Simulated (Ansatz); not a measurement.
KBr:
```cif
data_Br4K4
_chemical_formula_sum 'K4 Br4'
_space_group_name_H-M_alt 'Fm-3m'
_space_group_IT_number 225
_space_group_name_Hall '-F 4 2 3'
_cell_length_a 6.37157
_cell_length_b 6.37157
_cell_length_c 6.37157
_cell_angle_alpha 90.000
_cell_angle_beta 90.000
_cell_angle_gamma 90.000
loop_
_atom_site_label
_atom_site_type_symbol
_atom_site_symmetry_multiplicity
_atom_site_Wyckoff_symbol
_atom_site_fract_x
_atom_site_fract_y
_atom_site_fract_z
_atom_site_occupancy
K1 K 4 a 0.00000 0.00000 0.00000 1
Br1 Br 4 b 0.50000 0.50000 0.50000 1
```
(The calculation used a cell of 2 atoms; values per cell refer to that cell.)

Relaxed with DFT-LDA in the program Ansatz with PAW potentials. Indices refer to the conventional cell of Fm-3m, a = b = c = 6.3716 Å, α = β = γ = 90.00°.

Task: Simulate the powder diffraction pattern (neutron, λ = 1.5401 Å; lines above 1 %) up to 2θ = 90°.

Result: Simulated powder pattern, neutron, λ = 1.5401 Å (kinematic, ideal powder, no thermal factors, coherent scattering alone; the 30 strongest lines at most, above 1 %, up to 2θ = 90°):

```tsv
2θ (°)	d (Å)	I/Imax (%)	hkl
24.17	3.679	15	(111)
27.98	3.186	97	(200)
39.98	2.253	100	(220)
47.26	1.921	13	(311)
49.50	1.839	46	(222)
57.82	1.593	27	(400)
63.58	1.462	8.3	(331)
65.43	1.425	89	(420)
72.61	1.301	78	(422)
77.80	1.226	8.5	(511)+(333)
86.26	1.126	32	(440)
```

The cell was relaxed with LDA under the symmetry of its start; phonons on a q-mesh show no instability.

Potentials: the later of the program's two PAW sets.
